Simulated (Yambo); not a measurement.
**Bethe-Salpeter results for SrCl2**

```
CELL_PARAMETERS angstrom
      0.00000     3.39948     3.39948
      3.39948     0.00000     3.39948
      3.39948     3.39948     0.00000
ATOMIC_POSITIONS crystal
  Cl 0.75000 0.75000 0.75000
  Cl 0.25000 0.25000 0.25000
  Sr 0.00000 0.00000 0.00000
```

Cell and atoms were relaxed with LDA from Materials Project entry mp-23209, within its symmetry.

BSE in Yambo on LDA (pw.x of Quantum ESPRESSO, ONCV potentials, without SOC) bands: 8×8×8 mesh, 6 valence and 3 conduction bands, static screening with 42 bands and a 4 Ry block, scissor 2.89 eV, Tamm-Dancoff; field along x.

```
state  energy (eV)  states within 2 meV  relative strength  class    main transitions
-----  -----------  -------------------  -----------------  -----  ------------------
1             7.39                    2             < 0.01   dark      VB → CB (87 %)
2             7.50                    1             < 0.01   dark      VB → CB (93 %)
3             7.64                    3             < 0.01   dark  several band pairs
4             7.74                    5             < 0.01   dark      VB → CB (64 %)
5             7.79                    1             < 0.01   dark      VB → CB (95 %)
6             7.90                    3             < 0.01   dark      VB → CB (96 %)
```

These are vertical excitations (zero momentum); the indirect quasiparticle gap, about 7.82 eV, is smaller than the direct one (7.99 eV on the GW mesh). The direct quasiparticle gap on this mesh is 7.99 eV; counted from there, state 1 is bound by 0.60 eV. Convergence with the mesh was not shown.

Spin singlets only. Strengths are relative to the strongest of the lowest states of this run; strong means a line over 3 % of the spectrum's maximum, dark under 0.03 %. Absolute energies carry the error of the G0W0 scissor, whose convergence isn't established.
